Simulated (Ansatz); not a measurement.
**Structures of Ba$_{2}$Br: which is lowest?**

Plane-wave DFT in Ansatz with scalar-relativistic PAW potentials, cutoff 420 eV, Γ-centred meshes chosen by cell and gap, Gaussian smearing with energies taken to zero width. Every cell was relaxed (cell and atoms) in a run of its own, within the symmetry of its start. Functional: PBE.

Relaxed structures (starts from databases or built by putting these elements on another compound's sites):
A. R-3m, 3 atoms in the computed cell, a = 4.472 Å, c = 25.229 Å; sites (symmetry × multiplicity) Ba 3m × 6, Br -3m × 3; start: built
B. P4/mmm, 3 atoms in the computed cell, a = 4.714 Å, c = 6.538 Å; sites (symmetry × multiplicity) Ba 4/mmm × 1 + 4/mmm × 1, Br 4/mmm × 1; start: built

Task: Rank them by energy. Could pressure change the order?

Result:
| structure | group | E − E(lowest) (meV/atom) | V (Å³/atom) | gap on mesh (eV) |
| --- | --- | --- | --- | --- |
| A | R-3m | 0.0 | 48.56 | 0.00 |
| B | P4/mmm | 12.5 | 48.42 | 0.00 |

A is lowest, 12 meV/atom under B. The two lowest differ in volume by under 3 %, too little for a first-order estimate of what pressure does to that pair (other pairs aren't weighed here); with rigid cells even 3 % in favour of the higher one would need about 1 GPa. Other structures may lie lower than all of these, and vibrations aren't counted.

Spin-orbit coupling is left out, which matters for the bands of heavy elements. Spin polarisation was left out, and a magnetic state may lie lower.